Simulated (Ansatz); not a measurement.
TiGa2:
```
TiGa2
1.0
    0.00000     4.09924     4.61862
    2.62968     0.00000     4.61862
    2.62968     4.09924     0.00000
Ga Ti
4 2
Direct
  0.08376   0.41624   0.08376
  0.41624   0.08376   0.41624
  0.16624   0.83376   0.16624
  0.83376   0.16624   0.83376
  0.75000   0.75000   0.75000
  0.50000   0.50000   0.50000
```

Relaxed with PBE.

Which orbitals make up the states near the Fermi level in plane-wave PAW PBE (Ansatz code)?

Within 0.5 eV of the Fermi level: Ti 3d 68 %, Ga 4p 27 %. Projections are on Löwdin-orthogonalised atomic valence shells; empty p or d shells of many metals are not among them.

Tabulate the density of states.

States/eV per cell of 6 atoms, in 0.25 eV bins, energy from the Fermi level.

```tsv
E (eV)	total	Ti 3d	Ga 4p	Ga 4s
-7.85	0.67	0.03	0.27	0.33
-7.60	0.97	0.05	0.39	0.46
-7.35	1.52	0.08	0.64	0.68
-7.10	1.26	0.08	0.52	0.57
-6.85	0.99	0.07	0.41	0.46
-6.60	0.90	0.07	0.36	0.42
-6.35	1.77	0.13	0.71	0.80
-6.10	1.82	0.17	0.71	0.82
-5.85	1.73	0.20	0.65	0.79
-5.60	1.56	0.21	0.56	0.71
-5.35	1.31	0.18	0.48	0.59
-5.10	1.29	0.18	0.45	0.59
-4.85	1.32	0.18	0.46	0.61
-4.60	1.79	0.27	0.54	0.88
-4.35	2.22	0.31	0.66	1.12
-4.10	1.34	0.23	0.42	0.60
-3.85	0.92	0.16	0.35	0.34
-3.60	1.09	0.18	0.55	0.27
-3.35	1.34	0.22	0.80	0.22
-3.10	1.75	0.28	1.15	0.19
-2.85	2.84	0.55	1.83	0.30
-2.60	2.41	0.54	1.42	0.30
-2.35	2.67	0.63	1.55	0.33
-2.10	2.58	0.69	1.44	0.31
-1.85	2.71	0.85	1.42	0.30
-1.60	3.04	1.11	1.47	0.31
-1.35	3.57	1.41	1.66	0.34
-1.10	3.68	1.63	1.63	0.27
-0.85	5.58	2.92	2.23	0.27
-0.60	4.59	2.67	1.61	0.18
-0.35	4.58	2.98	1.30	0.16
-0.10	6.87	4.47	1.96	0.25
0.15	7.72	5.19	2.15	0.20
0.40	6.09	4.58	1.24	0.14
0.65	2.90	2.36	0.41	0.07
0.90	1.86	1.54	0.24	0.05
1.15	4.59	3.97	0.48	0.07
1.40	7.79	7.06	0.49	0.11
1.65	0.42	0.40	0.01	0.01
1.90	0.34	0.11	0.09	0.11
2.15	5.10	3.52	0.91	0.52
2.40	9.28	6.78	1.31	1.01
2.65	6.47	4.07	1.29	0.93
2.90	5.33	2.69	1.63	0.81
3.15	3.43	1.58	1.13	0.54
3.40	2.37	1.07	0.70	0.42
3.65	2.12	0.89	0.62	0.44
```

Space group Fddd. The start of the workflow was typed in or built on a structure type; neither database checked (COD, Materials Project) lists it. Whether it is the stable phase at ambient conditions was not checked. Symmetry was held in the PBE relaxation; whether a distortion lowers the energy is not shown. The run is not spin-polarised. Spin–orbit coupling is left out wherever it is not named.

Potentials: the earlier of the program's two PAW sets.
